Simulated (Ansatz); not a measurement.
## In3GaAs4: rattling a relaxed structure

The cell was found from a structure generator's guess, not taken from experiment.

Level of theory: DFT PBE, scalar-relativistic, plane waves, PAW in Ansatz 0.2.0. Cutoff 420 eV; k points 10×10×4 on the computed 8-atom cell (Γ-centred); Gaussian smearing, width 0.10 eV; no spin polarisation.

The cell below (8 atoms, space group P-4m2 (No. 115)) is relaxed within its symmetry.

```
In Ga As
1.0
     4.29036    0.00000    0.00000
     0.00000    4.29036    0.00000
     0.00000    0.00000   12.20222
In Ga As
3 1 4
Cartesian
  0.0000 0.0000 9.0459
  0.0000 0.0000 3.1563
  2.1452 2.1452 0.0000
  2.1452 2.1452 6.1011
  2.1452 0.0000 4.7428
  0.0000 2.1452 1.5787
  2.1452 0.0000 10.6235
  0.0000 2.1452 7.4594
```

For the test it was strained at random (σ = 1.5 % a component), the atoms were moved at random (σ = 0.10 Å), and all was relaxed again on a coarse 6×6×2 mesh (in the run’s order of axes) with 0.20 eV smearing, with no symmetry imposed.

Question: Does it come back?

Answer: It returns, within 1 meV/atom of the unmoved cell on that mesh and with the same symmetry when read at 0.1 Å (Pm at 0.01 Å, so small strains and shifts remain). So it is stable against the distortions that fit this cell and that this random move excites. Modes that don't fit the cell aren't tested.
